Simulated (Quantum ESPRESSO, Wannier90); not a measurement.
## Tight-binding from DFT: ZnSe (zinc blende)

Cell from Materials Project (mp-1190), symmetrised, no further relaxation. COD (Crystallography Open Database) has the formula in 2 space groups, this one among them (matched by group alone). Level: PBEsol, no spin polarisation, no spin-orbit coupling; pw.x of Quantum ESPRESSO at 69 Ry with PseudoDojo potentials, 10×10×10 k-points, Wannier90. Density: 10×10×10 mesh, cold smearing 0.01 Ry. Spin-orbit coupling, left out, would split the p-like bands by a few tenths of an eV.

On the energy scale of pw.x, whose zero is arbitrary, the valence-band maximum lies at 8.27 eV.

Input w.win:

```
num_bands = 4
num_wann = 4
exclude_bands = 1-9,11-15,19-31
num_iter = 1000
conv_tol = 1.0e-6
conv_window = 4
write_hr = true
write_u_matrices = true
begin projections
f=0.125000,0.125000,-0.375000:s
f=0.125000,-0.375000,0.125000:s
f=-0.375000,0.125000,0.125000:s
f=0.125000,0.125000,0.125000:s
end projections
begin unit_cell_cart
ang
    0.0000000000    2.8324450000    2.8324450000
    2.8324450000    0.0000000000    2.8324450000
    2.8324450000    2.8324450000    0.0000000000
end unit_cell_cart
begin atoms_frac
Zn   0.0000000000  0.0000000000  0.0000000000
Se   0.2500000000  0.2500000000  0.2500000000
end atoms_frac
mp_grid = 10 10 10
begin kpoints
0.0000000000 0.0000000000 0.0000000000
0.0000000000 0.0000000000 0.1000000000
0.0000000000 0.0000000000 0.2000000000
... (997 more lines: the 10x10x10 mesh through Gamma)
end kpoints
```

Input of pw2wannier90.x that gives the overlap and projection files (equivalent; here they were cut from one run over all bands):

```
&inputpp
  outdir = './out'
  prefix = 'pwscf'
  seedname = 'w'
  write_amn = .true.
  write_mmn = .true.
/
```

Output w.wout (banner and timings cut):

```
                                    ------
                                    SYSTEM
                                    ------

                              Lattice Vectors (Ang)
                    a_1     0.000000   2.832445   2.832445
                    a_2     2.832445   0.000000   2.832445
                    a_3     2.832445   2.832445   0.000000

                   Unit Cell Volume:      45.44797  (Ang^3)

                        Reciprocal-Space Vectors (Ang^-1)
                    b_1    -1.109145   1.109145   1.109145
                    b_2     1.109145  -1.109145   1.109145
                    b_3     1.109145   1.109145  -1.109145

 *----------------------------------------------------------------------------*
 |   Site       Fractional Coordinate          Cartesian Coordinate (Ang)     |
 +----------------------------------------------------------------------------+
 | zn   1   0.00000   0.00000   0.00000   |    0.00000   0.00000   0.00000    |
 | se   1   0.25000   0.25000   0.25000   |    1.41622   1.41622   1.41622    |
 *----------------------------------------------------------------------------*
                                ------------
                                K-POINT GRID
                                ------------

             Grid size = 10 x 10 x 10      Total points = 1000

 *---------------------------------- MAIN ------------------------------------*
 |  Number of Wannier Functions               :                 4             |
 |  Number of Objective Wannier Functions     :                 4             |
 |  Number of input Bloch states              :                 4             |
 |  Output verbosity (1=low, 5=high)          :                 1             |
 |  Timing Level (1=low, 5=high)              :                 1             |
 |  Optimisation (0=memory, 3=speed)          :                 3             |
 |  Length Unit                               :               Ang             |
 |  Post-processing setup (write *.nnkp)      :                 F             |
 |  Using Gamma-only branch of algorithms     :                 F             |
 *----------------------------------------------------------------------------*
 *------------------------------- WANNIERISE ---------------------------------*
 |  Total number of iterations                :              1000             |
 |  Number of CG steps before reset           :                 5             |
 |  Trial step length for line search         :             2.000             |
 |  Convergence tolerence                     :         0.100E-05             |
 |  Convergence window                        :                 4             |
 |  Iterations between writing output         :                 1             |
 |  Iterations between backing up to disk     :               100             |
 |  Write r^2_nm to file                      :                 F             |
 |  Write xyz WF centres to file              :                 F             |
 |  Write on-site energies <0n|H|0n> to file  :                 F             |
 |  Use guiding centre to control phases      :                 F             |
 |  Use phases for initial projections        :                 F             |
 *----------------------------------------------------------------------------*
 *-------------------------------- PLOTTING ----------------------------------*
 |  Plotting Hamiltonian in WF basis          :                 T             |
 *----------------------------------------------------------------------------*

 *---------------------------------- K-MESH ----------------------------------*
 +----------------------------------------------------------------------------+
 |                    Distance to Nearest-Neighbour Shells                    |
 |                    ------------------------------------                    |
 |          Shell             Distance (Ang^-1)          Multiplicity         |
 |          -----             -----------------          ------------         |
 |             1                   0.192110                      8            |
 |             2                   0.221829                      6            |
 |             3                   0.313714                     12            |
 |             4                   0.367862                     24            |
 |             5                   0.384219                      8            |
 |             6                   0.443658                      6            |
 |             7                   0.483465                     24            |
 |             8                   0.496025                     24            |
       ... (lines left out)
 +----------------------------------------------------------------------------+
 | The b-vectors are chosen automatically                                     |
 | The following shells are used:                       1                     |
 +----------------------------------------------------------------------------+
 |                        Shell   # Nearest-Neighbours                        |
 |                        -----   --------------------                        |
 |                          1               8                                 |
 +----------------------------------------------------------------------------+
 | Completeness relation is fully satisfied [Eq. (B1), PRB 56, 12847 (1997)]  |
 +----------------------------------------------------------------------------+
 |                  b_k Vectors (Ang^-1) and Weights (Ang^2)                  |
 |                  ----------------------------------------                  |
 |            No.         b_k(x)      b_k(y)      b_k(z)        w_b           |
 |            ---        --------------------------------     --------        |
 |             1         0.110915    0.110915   -0.110915    10.160925        |
 |             2         0.110915   -0.110915    0.110915    10.160925        |
 |             3        -0.110915    0.110915    0.110915    10.160925        |
 |             4         0.110915    0.110915    0.110915    10.160925        |
 |             5        -0.110915   -0.110915    0.110915    10.160925        |
 |             6        -0.110915    0.110915   -0.110915    10.160925        |
 |             7         0.110915   -0.110915   -0.110915    10.160925        |
 |             8        -0.110915   -0.110915   -0.110915    10.160925        |
 +----------------------------------------------------------------------------+
 |                           b_k Directions (Ang^-1)                          |
 |                           -----------------------                          |
 |            No.           x           y           z                         |
 |            ---        --------------------------------                     |
 |             1         0.110915    0.110915   -0.110915                     |
 |             2         0.110915   -0.110915    0.110915                     |
 |             3        -0.110915    0.110915    0.110915                     |
 |             4         0.110915    0.110915    0.110915                     |
 +----------------------------------------------------------------------------+

 Starting a new Wannier90 calculation ...

 Reading overlaps from w.mmn

 Reading projections from w.amn

 *------------------------------- WANNIERISE ---------------------------------*
 +--------------------------------------------------------------------+<-- CONV
 | Iter  Delta Spread     RMS Gradient      Spread (Ang^2)            |<-- CONV
 +--------------------------------------------------------------------+<-- CONV

 ------------------------------------------------------------------------------
 Initial State
  WF centre and spread    1  ( -1.005948, -1.005948,  1.005948 )     2.57461026
  WF centre and spread    2  ( -1.005948,  1.005948, -1.005948 )     2.57461026
  WF centre and spread    3  (  1.005948, -1.005948, -1.005948 )     2.57461026
  WF centre and spread    4  (  1.005948,  1.005948,  1.005948 )     2.57461026
  Sum of centres and spreads ( -0.000000,  0.000000,  0.000000 )    10.29844103

      0     0.103E+02     0.0000000000       10.2984410258  <-- CONV
        O_D=      0.4169898 O_OD=      0.3847927 O_TOT=     10.2984410 <-- SPRD
 ------------------------------------------------------------------------------
      1    -0.252E+00     0.2057696759       10.0464124418  <-- CONV
        O_D=      0.1874688 O_OD=      0.3622852 O_TOT=     10.0464124 <-- SPRD
      2    -0.135E+00     0.1770396908        9.9117305326  <-- CONV
        O_D=      0.0608538 O_OD=      0.3542183 O_TOT=      9.9117305 <-- SPRD
      3    -0.468E-01     0.1327801218        9.8649346250  <-- CONV
        O_D=      0.0206319 O_OD=      0.3476442 O_TOT=      9.8649346 <-- SPRD
      4    -0.154E-01     0.0922600100        9.8495494843  <-- CONV
        O_D=      0.0094980 O_OD=      0.3433931 O_TOT=      9.8495495 <-- SPRD
      5    -0.507E-02     0.0500893368        9.8444824273  <-- CONV
        O_D=      0.0062730 O_OD=      0.3415510 O_TOT=      9.8444824 <-- SPRD
       ... (lines left out)
     18    -0.370E-06     0.0004342371        9.8422184627  <-- CONV
        O_D=      0.0057346 O_OD=      0.3398254 O_TOT=      9.8422185 <-- SPRD
     19    -0.164E-06     0.0003074339        9.8422182987  <-- CONV
        O_D=      0.0057347 O_OD=      0.3398251 O_TOT=      9.8422183 <-- SPRD
     20    -0.138E-06     0.0002307081        9.8422181606  <-- CONV
        O_D=      0.0057349 O_OD=      0.3398248 O_TOT=      9.8422182 <-- SPRD
             <<<     Delta < 1.000E-06  over  4 iterations     >>>
             <<< Wannierisation convergence criteria satisfied >>>
 Final State
  WF centre and spread    1  ( -1.006180, -1.006180,  1.006180 )     2.46055454
  WF centre and spread    2  ( -1.006180,  1.006180, -1.006180 )     2.46055454
  WF centre and spread    3  (  1.006180, -1.006180, -1.006180 )     2.46055454
  WF centre and spread    4  (  1.006180,  1.006180,  1.006180 )     2.46055454
  Sum of centres and spreads ( -0.000000,  0.000000,  0.000000 )     9.84221816

         Spreads (Ang^2)       Omega I      =     9.496658460
        ================       Omega D      =     0.005734949
                               Omega OD     =     0.339824752
    Final Spread (Ang^2)       Omega Total  =     9.842218161
```
